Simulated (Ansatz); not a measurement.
Mn3IrN (Pm-3m): electronic heat capacity and spin susceptibility from the density of states

All numbers below come from DFT PBEsol, scalar-relativistic, plane waves, PAW (Ansatz).

Cutoff 420 eV; k points 10×10×10 on the computed 5-atom cell (Γ-centred); Gaussian smearing, width 0.10 eV; no spin polarisation.

Relaxed cell: Pm-3m, a = 3.713 Å, b = 3.713 Å, c = 3.713 Å, α = 90.00°, β = 90.00°, γ = 90.00°, 5 atoms in the primitive cell. Whether it is the stable form of this composition wasn't checked.

The density of states at the Fermi level is 5.423 states/eV in the cell of 5 atoms (1 formula unit; both spins, tetrahedra on a 15×15×15 mesh).

Question: What Sommerfeld coefficient and Pauli susceptibility does this give?

Answer: Per formula unit N(E_F) = 5.423 states/eV. γ = (π²/3) k_B² N(E_F) N_A = 2.357 mJ/(mol K²) per state/eV, so γ = 12.8 mJ/(mol K²), a mole of formula units. χ_P = μ_B² N(E_F) N_A = 3.23×10⁻⁵ emu/mol per state/eV gives 17.5×10⁻⁵ emu/mol. This is the bare band result: a measured γ of the same phase is as a rule larger by a factor 1 + λ from phonons and spin fluctuations, the spin part of χ is larger by the Stoner factor, and a measured χ also holds orbital and core terms. N(E_F) at one energy is sensitive to the mesh where the density of states has sharp peaks.

Spin-orbit coupling is left out, which matters for the bands of heavy elements.

A ferromagnetic start lost its moments in a first run, so spin was left out; other magnetic orders weren't tried.

Cost: 1 run of about 1.1 core-minutes, on Arm Neoverse V2 (shared hosts).